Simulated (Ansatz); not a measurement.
Cu2Sb:
Space group P4/nmm, origin choice 1 (No. 129); a = b = 3.999 Å, c = 6.061 Å, α = β = γ = 90.00°

```tsv
atom	site	symmetry	x	y	z
Cu	2a	-4m2	0.0000	0.0000	0.0000
Cu	2c	4mm	0.5000	0.0000	0.2656
Sb	2c	4mm	0.0000	0.5000	0.2978
```

Relaxed at zero pressure with DFT-r²SCAN in the program Ansatz with PAW potentials.

Problem. The volume is lowered by 9 % and shape and atoms relax at that volume. What pressure results, and how do the axes share the change?

Solution. 12.1 GPa; a -3.6 %, b -3.6 %, c -2.0 %; the energy rises by 50 meV/atom.

Problem. Give the new structure.

Solution. 
Space group P4/nmm, origin choice 1 (No. 129); a = b = 3.8546 Å, c = 5.9372 Å, α = β = γ = 90.00°

```json
[
 {"atom": "Cu", "site": "2a", "symmetry": "-4m2", "x": "0.0000", "y": "0.0000", "z": "0.0000"},
 {"atom": "Cu", "site": "2c", "symmetry": "4mm", "x": "0.5000", "y": "0.0000", "z": "0.2685"},
 {"atom": "Sb", "site": "2c", "symmetry": "4mm", "x": "0.0000", "y": "0.5000", "z": "0.3033"}
]
```

The phase is kept; no other phase was compared at this pressure.

The first step of the workflow began from a Materials Project structure, measured or hypothetical; the Crystallography Open Database files this formula in space group No. 129, but the cells were not matched. Its standing as an ambient phase is unchecked. The r²SCAN relaxation kept the symmetry of its start; whether a distortion lowers the energy is not shown. No spin polarisation was allowed. Scalar-relativistic: spin–orbit coupling is off unless named, which matters more the heavier the elements.

Potentials: the later of the program's two PAW sets.
